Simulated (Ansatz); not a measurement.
LaIn (CsCl type, Pm-3m), plane-wave PAW r²SCAN (Ansatz code), all energies at zero smearing, with the estimated change up to a 700 eV cutoff added, with one set of potentials and settings (totals compare only within such a set). Cell of 2 atoms (1 La, 1 In): -11877.778 eV.

```json
[
 {"element": "La", "reference phase": "P6_3/mmc, 4 atoms in the cell", "E (eV/atom)": "-6264.6784"},
 {"element": "In", "reference phase": "I4/mmm, 1 atoms in the cell", "E (eV/atom)": "-5611.8204"}
]
```

Formation energy per atom, worked out: (-11877.778 − 1×(-6264.6784) − 1×(-5611.8204))/2 = -0.639 eV/atom (-62 kJ per mol of atoms), at 0 K, without zero-point energy or fitted corrections.

The workflow started from a Materials Project entry (that database holds measured and hypothetical structures alike); the Crystallography Open Database copy checked does not list it. With La and In taken as one species the cell has the higher symmetry Im-3m, so it may be an ordered model of a mixed-site phase. Its standing as an ambient phase is unchecked. The r²SCAN relaxation kept the symmetry of its start; its stability against distortions is not shown here. The references are the lowest solids computed at this level, not always the standard phases. Spin–orbit coupling is left out wherever it is not named.

Potentials: the later of the program's two PAW sets.
